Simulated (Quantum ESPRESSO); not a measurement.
```cif
data_Ga3In3O12Zn3
_chemical_formula_sum 'O12 Zn3 Ga3 In3'
_space_group_name_H-M_alt 'R3m :H'
_space_group_IT_number 160
_space_group_name_Hall 'R 3 -2"'
_cell_length_a 3.31587
_cell_length_b 3.31587
_cell_length_c 25.72597
_cell_angle_alpha 90.000
_cell_angle_beta 90.000
_cell_angle_gamma 120.000
loop_
_atom_site_label
_atom_site_type_symbol
_atom_site_symmetry_multiplicity
_atom_site_Wyckoff_symbol
_atom_site_fract_x
_atom_site_fract_y
_atom_site_fract_z
_atom_site_occupancy
O1 O 3 a 0.00000 0.00000 0.70509 1
O2 O 3 a 0.00000 0.00000 0.28868 1
O3 O 3 a 0.00000 0.00000 0.87862 1
O4 O 3 a 0.00000 0.00000 0.13617 1
Zn1 Zn 3 a 0.00000 0.00000 0.78150 1
Ga1 Ga 3 a 0.00000 0.00000 0.21278 1
In1 In 3 a 0.00000 0.00000 0.99715 1
```
(The calculation used a cell of 7 atoms; values per cell refer to that cell.)

Cell and atoms were relaxed with PBEsol from Materials Project entry mp-1215688, within its symmetry.

### Question
What does norm-conserving PBE (stringent potentials; Quantum ESPRESSO, 114 Ry, no spin-orbit coupling) give for the electronic structure near the Fermi level?

### Answer
The PBE gap is direct, 1.31 eV at Γ. Another valence extremum on the path lies within 0.02 eV, too close to call. Spin-orbit splittings are left out.

The structure is a Materials Project entry; no match was found in the copy of COD used, and its stability was not checked.
